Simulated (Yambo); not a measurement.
Absorption of RbHgF3 (cubic perovskite, space group Pm-3m, No. 221) with and without the electron-hole interaction (Yambo, PBEsol bands; 4×4×4 mesh, 28 valence and 4 conduction bands, static screening with 120 bands and a 3 Ry block, scissor 2.40 eV, Tamm-Dancoff; field along x).

| E (eV) | Im ε, BSE | Im ε, independent quasiparticles |
|---|---|---|
| 3.05 | 0.08 | 0.03 |
| 3.15 | 0.09 | 0.03 |
| 3.25 | 0.10 | 0.03 |
| 3.35 | 0.11 | 0.04 |
| 3.45 | 0.13 | 0.04 |
| 3.55 | 0.15 | 0.04 |
| 3.65 | 0.17 | 0.04 |
| 3.75 | 0.20 | 0.05 |
| 3.85 | 0.24 | 0.05 |
| 3.95 | 0.30 | 0.06 |
| 4.05 | 0.38 | 0.06 |
| 4.15 | 0.51 | 0.07 |
| 4.25 | 0.72 | 0.08 |
| 4.35 | 1.12 | 0.08 |
| 4.45 | 1.91 | 0.10 |
| 4.55 | 2.91 | 0.11 |
| 4.65 | 2.87 | 0.13 |
| 4.75 | 2.51 | 0.15 |
| 4.85 | 3.05 | 0.19 |
| 4.95 | 5.02 | 0.24 |
| 5.05 | 8.16 | 0.34 |
| 5.15 | 7.24 | 0.51 |
| 5.25 | 4.18 | 0.74 |
| 5.35 | 2.70 | 0.75 |
| 5.45 | 2.14 | 0.69 |
| 5.55 | 2.02 | 0.77 |
| 5.65 | 2.40 | 1.07 |
| 5.75 | 2.96 | 1.76 |
| 5.85 | 2.52 | 3.12 |
| 5.95 | 1.66 | 3.96 |
| 6.05 | 1.21 | 3.04 |
| 6.15 | 0.95 | 2.34 |
| 6.25 | 0.83 | 2.20 |
| 6.35 | 0.75 | 2.91 |
| 6.45 | 0.69 | 4.39 |
| 6.55 | 0.63 | 4.66 |
| 6.65 | 0.71 | 3.64 |
| 6.75 | 0.96 | 2.84 |
| 6.85 | 1.07 | 2.30 |
| 6.95 | 0.83 | 1.70 |
| 7.05 | 0.75 | 1.32 |
| 7.15 | 0.72 | 1.07 |
| 7.25 | 0.66 | 0.95 |
| 7.35 | 0.59 | 1.09 |
| 7.45 | 0.45 | 1.50 |
| 7.55 | 0.37 | 1.61 |
| 7.65 | 0.31 | 1.26 |
| 7.75 | 0.31 | 1.18 |
| 7.85 | 0.38 | 1.29 |
| 7.95 | 0.46 | 1.33 |
| 8.05 | 0.49 | 1.27 |
| 8.15 | 0.38 | 1.06 |
| 8.25 | 0.28 | 0.77 |
| 8.35 | 0.23 | 0.62 |
| 8.45 | 0.21 | 0.63 |
| 8.55 | 0.24 | 0.78 |
| 8.65 | 0.30 | 0.95 |
| 8.75 | 0.32 | 0.89 |
| 8.85 | 0.33 | 0.83 |

The scissor comes from a G0W0 run whose convergence isn't established. Broadening 0.15 eV. The band window holds all transitions up to 8.9 eV. Fine structure above the onset can come from the mesh.

The cell is held in this high symmetry; tilts and polar distortions were not searched.

Spin-orbit coupling is included.

Geometry of the Materials Project entry, not relaxed at this level; primitive cell a = b = c = 4.5492 Å, α = β = γ = 90.00°.
